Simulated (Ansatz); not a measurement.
Relaxation of a relaxed Si2Ni cell with one Ni and one Si atom exchanged in a cell of 6 atoms; 6 atoms in the cell, which starts as R3m, hexagonal axes (No. 160), hR6; a = 3.811 Å, b = 3.811 Å, c = 18.670 Å, α = 90.00°, β = 90.00°, γ = 120.00°. Calculation: r2SCAN (plane waves to 500 eV, PAW, scalar-relativistic; Ansatz, a program for electronic structure). Γ-centred k-mesh 7×7×7 on the run's cell (coarser than for final values), Fermi–Dirac smearing 0.05 eV. This is the first round of the run. 

The optimiser's lines from the output (shortened; P is positive under compression):

```
relax step   1: F+E_penalty+E_count = -14245.84874595 eV  Δ(F+E_penalty+E_count) = +0.000e0 eV  max|allowed force component| = 1.174e0 eV/Å  Δτ_max = 0.0000 Å  P = +8.510 GPa  Ω = 78.281 Å³  (14 SCF iters, dr2 threshold 1.00e-7 eV, accepted)
relax step   2: F+E_penalty+E_count = -14246.37905662 eV  Δ(F+E_penalty+E_count) = -5.303e-1 eV  max|allowed force component| = 7.689e-1 eV/Å  Δτ_max = 0.0987 Å  P = +3.091 GPa  Ω = 80.576 Å³  (11 SCF iters, dr2 threshold 6.00e-7 eV, accepted)
relax step   3: F+E_penalty+E_count = -14246.70309526 eV  Δ(F+E_penalty+E_count) = -3.240e-1 eV  max|allowed force component| = 2.539e-1 eV/Å  Δτ_max = 0.1548 Å  P = +2.126 GPa  Ω = 81.756 Å³  (11 SCF iters, dr2 threshold 6.00e-7 eV, accepted)
relax step   4: F+E_penalty+E_count = -14246.93326792 eV  Δ(F+E_penalty+E_count) = -2.302e-1 eV  max|allowed force component| = 2.386e-1 eV/Å  Δτ_max = 0.1285 Å  P = +0.457 GPa  Ω = 83.728 Å³  (11 SCF iters, dr2 threshold 6.00e-7 eV, accepted)
relax step   5: F+E_penalty+E_count = -14247.21429814 eV  Δ(F+E_penalty+E_count) = -2.810e-1 eV  max|allowed force component| = 2.842e-1 eV/Å  Δτ_max = 0.1395 Å  P = +0.438 GPa  Ω = 85.206 Å³  (10 SCF iters, dr2 threshold 6.00e-7 eV, accepted)
relax step   6: F+E_penalty+E_count = -14247.38118142 eV  Δ(F+E_penalty+E_count) = -1.669e-1 eV  max|allowed force component| = 1.959e-1 eV/Å  Δτ_max = 0.1303 Å  P = +0.740 GPa  Ω = 86.341 Å³  (11 SCF iters, dr2 threshold 6.00e-7 eV, accepted)
relax step   7: F+E_penalty+E_count = -14247.39234097 eV  Δ(F+E_penalty+E_count) = -1.116e-2 eV  max|allowed force component| = 6.361e-2 eV/Å  Δτ_max = 0.0282 Å  P = -0.175 GPa  Ω = 86.836 Å³  (10 SCF iters, dr2 threshold 6.00e-7 eV, accepted)
relax step   8: F+E_penalty+E_count = -14247.39491743 eV  Δ(F+E_penalty+E_count) = -2.576e-3 eV  max|allowed force component| = 2.268e-2 eV/Å  Δτ_max = 0.0541 Å  P = +0.735 GPa  Ω = 86.493 Å³  (9 SCF iters, dr2 threshold 6.00e-7 eV, accepted)
relax step   9: F+E_penalty+E_count = -14247.39604473 eV  Δ(F+E_penalty+E_count) = -1.127e-3 eV  max|allowed force component| = 1.166e-2 eV/Å  Δτ_max = 0.0074 Å  P = -0.176 GPa  Ω = 87.035 Å³  (9 SCF iters, dr2 threshold 6.00e-7 eV, accepted)
relax step  10: F+E_penalty+E_count = -14247.39617505 eV  Δ(F+E_penalty+E_count) = -1.303e-4 eV  max|allowed force component| = 7.428e-3 eV/Å  Δτ_max = 0.0033 Å  P = +0.037 GPa  Ω = 86.892 Å³  (7 SCF iters, dr2 threshold 9.25e-8 eV, accepted)
relax step  11: F+E_penalty+E_count = -14247.39621331 eV  Δ(F+E_penalty+E_count) = -3.826e-5 eV  max|allowed force component| = 7.718e-4 eV/Å  Δτ_max = 0.0014 Å  P = +0.001 GPa  Ω = 86.907 Å³  (8 SCF iters, dr2 threshold 3.28e-8 eV, accepted)
relax step  12: F+E_penalty+E_count = -14247.40068245 eV  Δ(F+E_penalty+E_count) = -4.469e-3 eV  max|allowed force component| = 7.443e-4 eV/Å  Δτ_max = 0.0000 Å  P = +0.009 GPa  Ω = 86.907 Å³  stress off target by 2.21e-2 GPa  SCF on the basis re-selected at this cell (its energy is not comparable with the rows above)  (11 SCF iters)
relax step  13: F+E_penalty+E_count = -14247.40068068 eV  Δ(F+E_penalty+E_count) = +1.772e-6 eV  max|allowed force component| = 2.563e-4 eV/Å  Δτ_max = 0.0003 Å  P = +0.001 GPa  Ω = 86.913 Å³  (7 SCF iters, dr2 threshold 1.22e-9 eV, accepted)
relax step  14: F+E_penalty+E_count = -14247.40068213 eV  Δ(F+E_penalty+E_count) = -1.450e-6 eV  max|allowed force component| = 2.558e-4 eV/Å  Δτ_max = 0.0000 Å  P = +0.001 GPa  Ω = 86.913 Å³  stress off target by 1.26e-3 GPa  SCF on the basis re-selected at this cell (its energy is not comparable with the rows above)  (10 SCF iters)
```

From the first to the last row the energy changes by -0.26 eV/atom and the volume by +11.0 %. The last row is marked as not comparable with the walk above it, whose basis was carried along; it does compare with step 1, since both stand on a basis selected at the nominal cutoff for their own cell.

Later rounds, restarted from the end of this one on a renewed k-mesh, logged 6 more steps and released under 0.01 eV/atom more. The final structure after all rounds: R3m, hexagonal axes (No. 160), hR6; a = b = 3.776 Å, c = 21.125 Å, α = β = 90.00°, γ = 120.00°. Between re-selections the logged energies stand on a plane-wave basis carried along with the cell. No spin polarisation in the result. A magnetic state may lie lower.

The run could not lose the symmetry of its start, so the end can be a saddle point.

The relaxed structure here is a generated cell of Si2Ni: the first start was made by placing the elements on the sites of a structure type, and the end was not matched to a known phase here, so it may be hypothetical. Known forms of Si2Ni include space group No. 225.
